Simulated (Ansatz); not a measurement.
A geometry of ZrS₂ away from equilibrium: the start of the relaxation of a generated trial cell of ZrS2 in the pyrite structure type. Calculation: r2SCAN (plane waves to 500 eV, PAW, scalar-relativistic; Ansatz, an electronic-structure program). Γ-centred k-mesh 3×3×3 on the run's cell (coarser than for final values), Fermi–Dirac smearing 0.05 eV.

```xyz
12
Lattice="6.1727 0.0000 0.0000 0.0000 6.1727 0.0000 0.0000 0.0000 6.1727" Properties=species:S:1:pos:R:3 pbc="T T T"
Zr     0.0000     0.0000     0.0000
Zr     3.0863     3.0863     0.0000
Zr     0.0000     3.0863     3.0863
Zr     3.0863     0.0000     3.0863
S      2.3771     2.3771     2.3771
S      5.4634     0.7092     3.7956
S      3.7956     5.4634     0.7092
S      0.7092     3.7956     5.4634
S      3.7956     3.7956     3.7956
S      0.7092     5.4634     2.3771
S      2.3771     0.7092     5.4634
S      5.4634     2.3771     0.7092
```

Q: Which atoms carry the largest force, and which way does it point?

A: 2.05 eV/Å, on S5, S6, S7, S8, S9, S10, S11, S12 (atoms numbered as listed); on S5 its components are (-1.18, -1.18, -1.18).

Q: What is the pressure?

A: +6.6 GPa, compression positive.

No spin polarisation in the result.

The run could not lose the symmetry of its start, so the end can be a saddle point.

The end of the path is a generated cell of ZrS2: the first start was made by placing the elements on the sites of a structure type, and the end was not matched to a known phase here, so it may be hypothetical. Known forms of ZrS2 include space group No. 164.
